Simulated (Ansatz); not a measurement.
Relaxed Al (fcc, Cu type):

```
Al
1.0
    0.00000     4.04047     4.04047
    2.02024     0.00000     2.02024
    2.02024     2.02024     0.00000
Al
2
Cartesian
  0.00000   0.00000   0.00000
  2.02024   2.02024   4.04047
```

The atoms are displaced by Q × the pattern below (from a DFPT mode at L = (0.5, 0.0, 0.0), largest move 1; Q in Å), at fixed cell. (q is in reciprocal vectors of the primitive cell; the cell shown is doubled to hold the pattern.)

```csv
atom,x,y,z
Al1,0.577,-0.577,-0.577
Al2,-0.577,0.577,0.577
```

These are PBE (plane waves to 420 eV, PAW, scalar-relativistic; Ansatz, an electronic-structure program) values and carry that method's errors. k mesh 10×20×20 (Γ-centred), Fermi-Dirac smearing 0.05 eV. Energies are smeared free energies. Stress and pressure are positive under compression. With partly filled bands, energies and forces of such displacements shift with the k mesh and the smearing. Al was relaxed with its symmetry unable to fall. The zero of ΔE is the undisplaced structure.

Q: Predict the ΔE (meV/cell) and P (GPa) at Q (Å) = -0.083, -0.067, -0.050, -0.017, 0.017, 0.033, 0.050, 0.083.

A: 
```csv
Q (Å),ΔE (meV/cell),P (GPa)
-0.083,71,1.1
-0.067,46,0.7
-0.050,26,0.4
-0.017,3,0.0
0.017,3,0.0
0.033,11,0.2
0.050,26,0.4
0.083,71,1.1
```

(A displaced cell: forces are minus the slopes of the energy, force constants its curvatures, and phonons follow from these.)
